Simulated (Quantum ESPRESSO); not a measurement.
One change at a time to Al3PdTa2W2

All numbers below are calculated, not measured. They come from Quantum ESPRESSO 7.5, a public plane-wave density functional program. Each row is one single-point run on a made-up periodic cell of eight metal atoms, with elements, volume, strain and displacements drawn at random and not relaxed, so a cell may be unstable or far from any real phase. There is no spin polarisation or spin-orbit coupling.

Settings: PBE unless stated; PseudoDojo standard norm-conserving files; Fermi-Dirac width 0.25 eV, which means electrons at about 2900 K; cutoff 1116 eV; 8 x 4 x 4 k mesh shifted half a step off Gamma. E is the free energy of the whole cell (internal energy minus TS), so a -TS column is already part of it. Stress is positive in tension, and the pressure P is minus a third of its trace.

Checks: one run of this series was repeated at a higher cutoff and on a denser mesh, which moved values by no more than 0.005 eV, 0.06 GPa and 0.004 eV/Å, and a second program with other atomic files agreed on it to 2 % rms in force and 0.5 GPa in pressure. Known limits: heavy elements are run without spin-orbit coupling, which real alloys of them have; a spin test at this wide smearing found no moment, but such smearing suppresses magnetism that the real alloy may have.

The lattice is hexagonal close-packed, and the cell vectors in Å are (-2.796, 0.000, 0.000); (0.000, 4.842, -4.588); (0.000, -4.842, -4.588), a volume of 124.19 Å³ in run 1. The elements on sites 1 to 8 are Al Ta W Pd Al Al W Ta. Each later run makes one change to run 1 and keeps the rest. E is counted from run 1, and is n/a where other atomic files have another zero of energy.

| run | change | V (Å³) | P (GPa) | -TS (eV) | rms force (eV/Å) | largest change of a force component (eV/Å) | E (eV) |
|---|---|---|---|---|---|---|---|
| 1 | none | 124.19 | 17.22 | -1.259 | 1.465 | 0.000 | 0.000 |
| 2 | sites 2 and 4 exchanged | 124.19 | 17.42 | -1.187 | 1.568 | 2.238 | -0.128 |
| 3 | all lengths scaled by -0.75 % | 121.42 | 22.83 | -1.235 | 1.598 | 0.389 | 0.346 |
| 4 | LDA in place of PBE | 124.19 | 5.69 | -1.273 | 1.247 | 0.645 | n/a |
| 5 | Mo on site 6 | 124.19 | 18.36 | -1.458 | 1.393 | 0.629 | n/a |
| 6 | site 3 moved by +0.20 Å along y | 124.19 | 20.72 | -1.193 | 2.048 | 3.016 | ? |

## Worked estimate

Along the move dE = -F dx. The force on site 3 along y is -2.243 eV/Å in run 1 and -5.259 eV/Å in run 6, and the move is +0.20 Å, so the mean force times the move gives an estimate.

## Withheld value

Question: what E should run 6 give?

The estimate is 0.750 eV. The calculation gave 0.747 eV. The mean of two end points misses the curvature of the force.
